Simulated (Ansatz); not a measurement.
KZnF₃ (cubic perovskite)

```yaml
crystal:
  lattice:
    - [4.05234, 0.00000, 0.00000]
    - [0.00000, 4.05234, 0.00000]
    - [0.00000, 0.00000, 4.05234]
  atoms:
    - { symbol: K, position: [0.00000, 0.00000, 0.00000] }
    - { symbol: Zn, position: [0.50000, 0.50000, 0.50000] }
    - { symbol: F, position: [0.00000, 0.50000, 0.50000] }
    - { symbol: F, position: [0.50000, 0.00000, 0.50000] }
    - { symbol: F, position: [0.50000, 0.50000, 0.00000] }
```

In each cell atom 1 (K, nearest neighbour F at 2.865 Å; its periodic images, 4.1 Å or more away, move with it) moves by s·(0.577, 0.577, 0.577) (along Cartesian [111]), the rest being held.

All values below come from PBEsol (plane waves to 420 eV, PAW, scalar-relativistic; Ansatz, a quantum-chemistry and plane-wave program). k mesh 7×7×7 (Γ-centred), Fermi-Dirac smearing 0.05 eV. The energy includes the smearing's −TS. Stress and pressure are positive under compression. F∥ is the force on the atom along that direction. KZnF3 was relaxed with its symmetry unable to fall. The zero of ΔE is the undisplaced structure.

```tsv
s (Å)	ΔE (meV/cell)	F∥ (eV/Å)	P (GPa)
-0.290	72.7	0.556	0.80
-0.232	44.7	0.413	0.50
-0.174	24.3	0.292	0.28
-0.116	10.6	0.186	0.12
-0.058	2.6	0.090	0.03
0.000	0.0	0.000	0.00
0.058	2.6	-0.090	0.03
0.116	10.6	-0.186	0.12
0.174	24.3	-0.292	0.28
0.232	44.7	-0.413	0.50
0.290	72.7	-0.556	0.80
```

Read from the data:

| Quantity | Value |
|---|---|
| Energy at s = 0.290 Å | 72.7 meV/cell |
| Force along the line at s = -0.290 Å | 0.556 eV/Å |
| Symmetry of the curve | even: the same for both signs |
| Shape of the curve | a single well with its minimum at or next to zero displacement |
| Force constant k = d²E/ds² at s = 0 (finite differences) | 1.54 eV/Å² |
| Harmonic estimate at the end of the scan | ½ks² = 64.8 meV/cell against the computed 72.7 meV/cell, so the well is stiffer than harmonic there |

(For displaced atoms, the force is minus the slope of the energy, and its curvature is a force constant, which sets phonon frequencies.)
